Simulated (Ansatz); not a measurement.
## What a trial cell of BaCd₃Se₄ relaxes into

Level of theory: DFT PBE, scalar-relativistic, plane waves, PAW (Ansatz 0.2.0). Cutoff 420 eV, Gaussian smearing, Γ-centred meshes. Cell and atoms relax first on a coarse mesh, the cell is then made exact in the group found at 0.06 to 0.08 Å, and last on a converged mesh; the steps can't lower the symmetry of their start. No spin polarisation.

The guess for BaCd₃Se₄ was made by a generator: species swapped into a database cell of Ti3VS4 (P2/m, No. 10), with Cd on the Ti sites, Ba on the V sites and Se on the S sites. Its size is a rough estimate.

Space group P2/m (No. 10). a = 6.487 Å, b = 3.759 Å, c = 7.372 Å, α = 90.00°, β = 90.01°, γ = 90.00°
| atom | site | symmetry | x | y | z |
| --- | --- | --- | --- | --- | --- |
| Ba | 1c | 2/m | 0.0000 | 0.0000 | 0.5000 |
| Cd | 1h | 2/m | 0.5000 | 0.5000 | 0.5000 |
| Cd | 1a | 2/m | 0.0000 | 0.0000 | 0.0000 |
| Cd | 1e | 2/m | 0.5000 | 0.5000 | 0.0000 |
| Se | 2n | m | 0.8370 | 0.5000 | 0.7459 |
| Se | 2m | m | 0.3303 | 0.0000 | 0.7475 |

Energies over the elements count from the elements' standard structures at the same level, with no fitted energy shifts.

Problem. Describe the relaxed structure.

Solution. The symmetry stays P2/m (No. 10). The volume per atom grows by 22.1 %, from 22.5 to 27.4 Å³. The shortest distance goes from 2.81 Å (Ba–Se) to 2.63 Å (Cd–Se). The end is written in a standard setting, so origin, axes and order of atoms can differ from the start's. Conventional cell: a = 7.213 Å, b = 4.180 Å, c = 7.334 Å, β = 96.9°. Ba is surrounded by 6 Se at 3.21–3.24 Å, 2 Cd at 3.67 Å, 4 Cd at 4.17 Å and 2 Ba at 4.18 Å; Cd on its first site is surrounded by 4 Se at 2.84 Å, 2 Se at 3.50 Å, 2 Cd at 3.67 Å, 4 Ba at 4.17 Å and 2 Cd at 4.18 Å; around Cd on its second site lie 6 Se at 2.86–3.00 Å and 2 Ba at 3.67 Å; Cd on its third site has 2 Se at 2.63 Å and 4 Se at 3.12 Å; Se on its first site has 1 Cd at 2.63 Å, 2 Cd at 2.86 Å and 2 Ba at 3.21 Å; 1 more site not described.

```cif
data_structure
_symmetry_space_group_name_H-M 'P2/m'
_symmetry_Int_Tables_number 10
_cell_length_a 7.2127
_cell_length_b 4.1799
_cell_length_c 7.3336
_cell_angle_alpha 90.000
_cell_angle_beta 96.930
_cell_angle_gamma 90.000
_cell_volume 219.48
loop_
_atom_site_label
_atom_site_type_symbol
_atom_site_symmetry_multiplicity
_atom_site_Wyckoff_symbol
_atom_site_fract_x
_atom_site_fract_y
_atom_site_fract_z
_atom_site_occupancy
Ba1 Ba 1 c 0.00000 0.00000 0.50000 1
Cd1 Cd 1 h 0.50000 0.50000 0.50000 1
Cd2 Cd 1 a 0.00000 0.00000 0.00000 1
Cd3 Cd 1 e 0.50000 0.50000 0.00000 1
Se1 Se 2 n 0.83262 0.50000 0.19061 1
Se2 Se 2 m 0.35221 0.00000 0.26348 1
```

Problem. How does it come out in energy, and is it a metal?

Solution. The energy over the elements is −0.824 eV/atom and the gap on the 6×8×6 mesh of the 8-atom cell is 0.44 eV.

The last run used Gaussian smearing of 0.02 eV. Kohn–Sham gaps at this level usually fall short of measured ones. The reference form of Se is held partly by dispersion forces, which this level lacks. With its atoms moved at random it went lower on a coarse mesh, which no converged run confirmed. Another cell of the same search, in Amm2, lies 110 meV/atom lower, so this cell isn't the stable form at this level.
